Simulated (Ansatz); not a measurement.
Consider the following.

WSe2:
Space group P6₃/mmc (No. 194); a = b = 3.2500 Å, c = 12.8190 Å, α = β = 90.00°, γ = 120.00°

```tsv
atom	site	symmetry	x	y	z
W	2c	-6m2	0.3333	0.6667	0.2500
Se	4f	3m.	0.6667	0.3333	0.1200
```

This is the LDA-relaxed structure.

All from LDA (plane waves, PAW; program Ansatz), unless another level is named. Estimate the Poisson's ratio.

0.19.

Next, the zero-point energy?

35.4 meV/atom.

Space group P6_3/mmc. The LDA relaxation kept the symmetry of its start. No spin polarisation was allowed. A crystal of weakly bound layers computed without a dispersion correction: the cell and the soft elastic constants depend strongly on that. Spin–orbit coupling is left out wherever it is not named.

Potentials: the earlier of the program's two PAW sets. The files were generated under PBE; for other functionals the program regenerates the frozen cores, and for LDA and PBEsol the local potential too.
